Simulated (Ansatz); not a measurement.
According to PBEsol (plane waves, PAW; program Ansatz), ZrTa in the CsCl type structure (Pm-3m) relaxes to a = 3.397 Å. Its formation energy from the elements is 0.20 eV/atom, with no fitted shifts.

Electronic character: metallic (no gap). Gap from PBEsol with spin–orbit coupling: none (metallic).

An equation-of-state fit gives a bulk modulus of 138 GPa. The relaxed-ion elastic constants in GPa are C11 = 162, C12 = 128, C44 = 40.4. The elastic constants imply a Debye temperature near 197 K. The highest mode at Γ lies at 5.16 THz.

The start of the workflow was typed in or built on a structure type; neither database checked (COD, Materials Project) lists it. Its standing as an ambient phase is unchecked. The PBEsol relaxation kept the symmetry of its start; its stability against distortions is not shown here. The run is not spin-polarised. Its formation energy is positive at this level, so the cell may be metastable or incomplete. As this level gives no gap, shear constants depend on the k-mesh and smearing (Fermi–Dirac, 0.1 eV here). As this level gives no gap, phonon frequencies hold no LO–TO term and depend on the k-mesh and smearing (Fermi–Dirac, 0.1 eV here). The references are the lowest solids computed at this level, not always the standard phases. Spin–orbit coupling is left out wherever it is not named.

Potentials: the earlier of the program's two PAW sets. The files were generated under PBE; for other functionals the program regenerates the frozen cores, and for LDA and PBEsol the local potential too.
